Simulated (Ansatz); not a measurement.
Polymorphs of C, each relaxed with the program Ansatz at the r²SCAN level (PAW):

A: I4/mmm, a = b = 4.365 Å, c = 2.502 Å, α = β = γ = 90.00°

B: Fd-3m, a = 9.5887 Å, b = 9.5887 Å, c = 9.5887 Å, α = 90.00°, β = 90.00°, γ = 90.00°

C: P-3m1, a = b = 2.510 Å, c = 39.348 Å, α = β = 90.00°, γ = 120.00°

D: diamond (Fd-3m), a = b = c = 3.5603 Å, α = β = γ = 90.00°

E: Ibam, a = 2.6583 Å, b = 5.5499 Å, c = 4.6557 Å, α = β = γ = 90.00°

F: P6_122, a = b = 3.5613 Å, c = 3.3640 Å, α = β = 90.00°, γ = 120.00°

Put the candidates in order of energy per atom at 0 K, lowest first, for r²SCAN.

D (+0 meV/atom), C (+14 meV/atom), F (+132 meV/atom), A (+216 meV/atom), E (+1011 meV/atom), B (+1113 meV/atom)

Give each one's gap.

A 2.66 eV; B 5.12 eV; C 3.88 eV; D 4.36 eV; E 3.15 eV; F 4.40 eV.

Built on a structure type that need not be the filed one of that space group: A; B; C. Typed or built starts, not in the databases checked: E; F. Not the usual ambient phase: A; B; C; E; F. All cells were relaxed under the symmetry of their starts (and spin orders); stability against distortions was not tested throughout.

Energies hold the estimated change up to a 700 eV cutoff; steps of a few meV lie near the error of the meshes.

Potentials: the later of the program's two PAW sets.
